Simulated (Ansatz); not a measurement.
An Ansatz input:

```yaml
crystal:
  lattice:
    - [2.8438635776, 0.0, 0.0]
    - [-1.4219317888, 2.4628581031, 0.0]
    - [0.0, 0.0, 5.1084860704]
  atoms:
    - { symbol: Mo, position: [0.3333333333, 0.6666666667, 0.25] }
    - { symbol: Mo, position: [0.6666666667, 0.3333333333, 0.75] }
hamiltonian:
  xc: r2scan
  pseudopotentials:
    kind: paw
    azcp:
      Mo: "pseudopotentials/Mo.paw.azcp"
basis:
  ecutwfc: 500
  fft_grid_basis: typed
kpoints:
  mp_grid: { grid: [15, 15, 7], shift: [0, 0, 0] }
magnetization:
  spin_polarized: false
scf:
  occupations: { method: fermi_dirac, width: 0.1 }
  lower_state_search: "off"
output:
  stress: true
  write_density: true
  write_potential: true
  elf: true
  volumetric_format: npy
```

and its output:

```
Engine: ansatz 0.2.0, x86_64-unknown-linux-gnu
Pseudopotentials: kind: paw
Pseudopotential: Mo, paw, valence charge 14, recommended cutoff 500 eV (meta_gga) 
Functional definition: r2SCAN
  parameter k0 = 0.174
  parameter k1 = 0.065
  parameter a1 = 4.9479
  exchange = r2scan_x(k0 = k0, k1 = k1, a1 = a1)
  correlation = r2scan_c
Crystal: 2 atoms, lattice volume = 35.780 Å³
Basis set: ecut = 500 eV, 907 PW (Γ), exchange–correlation on 96×96×160 points (64 copies of the dense FFT grid, shifted against one another)
Bands: 18, of which v1, the nominal top of the filled ones, is band 14 counted from 1 (13 counted from 0)
Symmetry: 24 space group operations
Space group: P63/mmc (ITA 194), of the structure as read, at distance tolerance 3.3e-5 Å
k-points: 108 of 1575
Non-local potential: Mo, projectors of the file, l = 0: 3, l = 1: 2, l = 2: 2, l = 3: 1
PAW form: soft (Blöchl's): semilocal exchange-correlation on the pseudo side does not see the compensation charge
PAW frozen core: Mo, regenerated for the run's functional (the file was generated under x = pbe(κ = 0.804, μ = 0.2195149727645171), c = pbe(β = 0.06672455060314922))
PAW one-centre angular grid: Mo, 590 points (default); XC on 160 Gauss nodes
Initial density: superposition of atomic densities (neutral atoms: chi_scale 0, normalization atom), corrected by the library's trained network
Initial wavefunctions: pseudopotential atomic-orbital guess
Functional: x = r2scan, c = r2scan; τ floored in thin density (d = 2e-4 eV/Å³)
SCF iter   1: F=-9933.938045 eV  HF=-9933.933136 eV  |F-HF|=4.91e-3  |Δ(HF+E_count)|=         —  Δρ=9.63e-3  dr2=1.64e-2  dr2_τ=3.26e-2  ethr=1.77e-3  ⟨swp⟩=5.0  Hψ=9056  notcnv=0
SCF iter   2: F=-9933.942295 eV  HF=-9933.942627 eV  |F-HF|=3.32e-4  |Δ(HF+E_count)|=   9.49e-3  Δρ=5.67e-3  dr2=5.09e-3  dr2_τ=2.18e-4  ethr=5.87e-5  ⟨swp⟩=2.4  Hψ=4579  notcnv=0
SCF iter   3: F=-9933.943323 eV  HF=-9933.943290 eV  |F-HF|=3.32e-5  |Δ(HF+E_count)|=   6.63e-4  Δρ=8.55e-4  dr2=2.00e-4  dr2_τ=4.21e-6  ethr=1.82e-5  ⟨swp⟩=2.8  Hψ=3844  notcnv=0
SCF iter   4: F=-9933.943355 eV  HF=-9933.943348 eV  |F-HF|=6.59e-6  |Δ(HF+E_count)|=   5.83e-5  Δρ=2.15e-4  dr2=1.23e-5  dr2_τ=3.16e-6  ethr=7.13e-7  ⟨swp⟩=2.0  Hψ=3032  notcnv=0
SCF iter   5: F=-9933.943357 eV  HF=-9933.943357 eV  |F-HF|=3.55e-7  |Δ(HF+E_count)|=   8.39e-6  Δρ=5.39e-5  dr2=7.00e-7  dr2_τ=4.01e-8  ethr=4.41e-8  ⟨swp⟩=2.7  Hψ=3442  notcnv=0
SCF iter   6: F=-9933.943357 eV  HF=-9933.943357 eV  |F-HF|=2.55e-8  |Δ(HF+E_count)|=   3.91e-7  Δρ=1.07e-5  dr2=2.03e-8  dr2_τ=1.74e-9  ethr=3.57e-10  ⟨swp⟩=9.0  Hψ=13162  notcnv=0
SCF 1 converged in 6 iterations: F = -9933.943357 eV  dr2 = 2.03e-8
SCF converged after 6 iterations
Free energy (F): -9933.943357 eV
Harris-Foulkes:  -9933.943357 eV  (|F-HF|=2.55e-8)
Internal energy: -9933.858704 eV  (E = F + TS)
E sigma→0 (E₀):  -9933.901030 eV
Entropy (-TS):   -0.084653 eV (-42.327 meV/atom)
Fermi energy:    17.700718 eV
--- Per-component energies (eV) ---
  E_band       = -216.015100
  E_kinetic    = 870.932560
  E_local      = -1768.960554  (includes V_loc(G=0)·N_el)
  E_nonlocal   = 284.539326
  E_hartree    = 579.410016
  E_xc         = -353.207078
  E_vxc        = -507.082422  (∫ρ·V_xc dr)
  E_paw        = -6433.739929  (= ΣΔE_a)
  E_vpaw       = -288.051167  (= ΣTr[D̂ρ^β])
  E_aug_tail   = 0.000007  (compensation charges beyond the density's cutoff)
  E_vtau       = 33.788336  (kinetic-family band-sum trace: ∫τ·v_τ [+ j·A + Jᵃ·Aᵃ] dr)
  E_ewald      = -3112.390644
  E_core_change = -0.442407  (= ΣΔE_core)
  E_smearing   = -0.084653  (= −TS)
  E_closure    = -0.000000  (closes the sum)
  Σ components = -9933.943357   (vs F -9933.943357, Δ=0.00e0)
--- Stress (GPa, compression-positive) ---
      -24.115370       0.000000       0.000000
       -0.000000     -24.115370       0.000000
        0.000000       0.000000     -19.049786
  P = ⅓ Tr σ = -22.4268 GPa (-224.268 kbar)
--- Band table (eV; the first three rows and the last of 108) ---
  k-point 0: bands = ["-45.2132", "-45.1097", "-18.8791", "-18.1218", "-17.9259", "-17.9259", "-17.8528", "-17.8528", "10.7953", "13.1009", "15.9945", "17.1639", "17.1639", "17.5784", "17.5784", "17.8127", "19.1948", "19.1948"]
  k-point 1: bands = ["-45.2081", "-45.1149", "-18.8431", "-18.1609", "-17.9223", "-17.9223", "-17.8565", "-17.8565", "10.9623", "13.0942", "15.9353", "17.1475", "17.1475", "17.4109", "17.5271", "17.5271", "19.3201", "19.3201"]
  k-point 2: bands = ["-45.1939", "-45.1294", "-18.7413", "-18.2695", "-17.9121", "-17.9121", "-17.8666", "-17.8666", "11.4306", "13.0130", "15.8000", "16.5796", "17.1312", "17.1312", "17.4017", "17.4017", "19.6402", "19.6402"]
  k-point 107: bands = ["-44.9908", "-44.9908", "-18.6857", "-18.6857", "-18.6041", "-18.5626", "-18.2329", "-18.2329", "14.9771", "14.9771", "15.1708", "15.4818", "16.5002", "16.5002", "17.9314", "18.2909", "20.6897", "20.6897"]
```

Command:

```sh
ansatz run input.yaml --threads 1 --pin off --max-ram 3584MiB --backend cpu --events-out ev --progress --plain --runs-dir out
```

On 1 thread of Intel(R) Xeon(R) Platinum 8259CL CPU @ 2.50GHz (Skylake/Cascade Lake) (shared host) this took about 16 s of wall time and 16 s of CPU time.
